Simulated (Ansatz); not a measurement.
CoO:
```
CELL_PARAMETERS angstrom
      2.92214     0.00000     0.00000
     -1.46107     2.53065     0.00000
      0.00000     0.00000     5.10641
ATOMIC_POSITIONS crystal
  Co 0.00000 0.00000 0.00000
  Co 0.00000 0.00000 0.50000
  O  0.33333 0.66667 0.25000
  O  0.66667 0.33333 0.75000
```
Starting moments (μB, in the order of the atoms Co Co O O): 2.5 -2.5 0.0 0.0.

Relaxed with r²SCAN. Independent-particle spectrum: no excitons, no local fields, no scissors shift; 0.1 eV broadening; ε₁ of the summed bands alone.

### Question
Tabulate the dielectric function from DFT-r²SCAN in the program Ansatz with PAW potentials.

### Answer


| E (eV) | ε₁ xx | ε₂ xx | ε₁ zz | ε₂ zz |
|---|---|---|---|---|
| 0.0 | 8.92 | 0.00 | 7.50 | 0.00 |
| 0.3 | 9.11 | 0.00 | 7.54 | 0.00 |
| 0.6 | 9.86 | 0.00 | 7.69 | 0.00 |
| 0.9 | 12.49 | 0.06 | 8.03 | 0.00 |
| 1.2 | 15.13 | 13.62 | 8.66 | 0.49 |
| 1.5 | 1.57 | 6.38 | 8.72 | 1.40 |
| 1.8 | 2.94 | 2.77 | 8.21 | 1.11 |
| 2.1 | 4.89 | 1.18 | 9.47 | 0.63 |
| 2.4 | 6.59 | 2.36 | 10.55 | 2.57 |
| 2.7 | 5.75 | 3.13 | 11.85 | 5.52 |
| 3.0 | 6.10 | 3.06 | 7.16 | 7.82 |
| 3.3 | 6.22 | 3.14 | 6.82 | 4.50 |
| 3.6 | 6.44 | 4.99 | 9.70 | 6.53 |
| 3.9 | 5.86 | 6.84 | 7.76 | 9.06 |
| 4.2 | 2.09 | 5.77 | 4.49 | 10.60 |
| 4.5 | 3.24 | 4.44 | 0.35 | 10.40 |
| 4.8 | 1.51 | 6.03 | -0.30 | 7.46 |
| 5.1 | 1.07 | 3.34 | -0.23 | 3.77 |
| 5.4 | 1.62 | 1.74 | 0.52 | 2.17 |
| 5.7 | 2.92 | 1.99 | 1.86 | 2.49 |
| 6.0 | 3.14 | 2.77 | 2.71 | 2.64 |
| 6.3 | 2.75 | 2.62 | 3.02 | 3.15 |
| 6.6 | 3.23 | 2.64 | 4.51 | 3.61 |
| 6.9 | 3.03 | 3.31 | 2.06 | 5.31 |
| 7.2 | 2.89 | 2.97 | 1.68 | 4.33 |
| 7.5 | 3.31 | 3.16 | 2.08 | 4.10 |
| 7.8 | 3.24 | 3.66 | 1.98 | 4.85 |
| 8.1 | 3.03 | 4.97 | 1.14 | 5.14 |
| 8.4 | 0.63 | 4.32 | -0.45 | 4.49 |
| 8.7 | 0.65 | 3.20 | -0.71 | 3.42 |
| 9.0 | 0.79 | 2.75 | -0.44 | 2.46 |
| 9.3 | 1.21 | 2.45 | 0.18 | 2.14 |
| 9.6 | 1.20 | 2.37 | 0.23 | 1.93 |
| 9.9 | 1.13 | 2.16 | 0.39 | 1.65 |
| 10.2 | 1.44 | 1.84 | 0.87 | 1.35 |
| 10.5 | 1.75 | 1.83 | 1.27 | 1.35 |
| 10.8 | 1.95 | 1.92 | 1.60 | 1.59 |
| 11.1 | 2.04 | 2.03 | 1.64 | 1.56 |
| 11.4 | 2.29 | 1.96 | 2.13 | 1.71 |
| 11.7 | 2.57 | 2.33 | 2.02 | 2.35 |
| 12.0 | 2.71 | 2.97 | 1.83 | 2.26 |

### Question
From ε at 1.6 eV (xx: 2.06 + 4.71i), find n, k, the normal reflectivity and the absorption coefficient.

### Answer
n = 1.90, k = 1.239, R = 24 %, α = 2kE/ħc = 200000 cm⁻¹.

With all bands, ε∞ without local fields is 9.20 (xx = yy), 7.77 (zz).

Space group P6_3/mmc (NiAs type). The start of the workflow was typed in or built on a structure type; neither database checked (COD, Materials Project) lists it. It is not the phase usual at ambient conditions (space group No. 225). The r²SCAN relaxation kept the symmetry of its start, as lowered by the spin order; whether a distortion lowers the energy is not shown. Magnetic state: antiferromagnetic, chosen from 5 collinear starts compared on coarse meshes (ties went to the first, and starts can fall back to one state), not a proven ground state. Other orbital occupations within this spin state were not tried. No Hubbard U is applied.

Potentials: the earlier of the program's two PAW sets.
